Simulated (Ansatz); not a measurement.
HfO$_{2}$ (fluorite, Fm-3m), r²SCAN in the plane-wave PAW code Ansatz. The conduction-band minimum lies at X, with 3 equivalent valleys. Second derivatives d²E/dk² of the lowest band at one valley (eV·Å²), along Cartesian directions:

| direction | d²E/dk² |
|---|---|
| [100] | 6.540 |
| [010] | 10.05 |
| [001] | 10.05 |
| [110] | 8.294 |
| [101] | 8.294 |
| [011] | 10.04 |

Find the principal effective masses, the density-of-states mass and the conductivity mass.

Off-diagonal terms follow from H_xy = H[110] − (H_xx + H_yy)/2, and m*/mₑ = 7.620 eV·Å² over each eigenvalue: 0.76, 0.76, 1.2. One valley's DOS mass (m₁m₂m₃)^(1/3) = 0.87, conductivity mass 3/(Σ 1/mᵢ) = 0.86 mₑ.

What effective density of states Nc follows at 300 K for parabolic valleys?

Nc = 2.509e19 × 3 × (0.87)^(3/2) ≈ 6.1e19 cm⁻³.

With the computed static dielectric constant 34.9 (mean of the diagonal), estimate a hydrogenic donor's binding energy and radius.

E = 13.606 eV × 0.86/34.9² ≈ 9.6 meV; a = 0.529 Å × ε/m* ≈ 21 Å. Semilocal masses tend to be too small where the gap is.

This is a known high-temperature phase of the composition, computed here at zero pressure and temperature. The r²SCAN relaxation kept the symmetry of its start. At this level the phase is dynamically unstable (imaginary phonons). No spin polarisation was allowed. Spin–orbit coupling is left out wherever it is not named.

Potentials: the later of the program's two PAW sets.
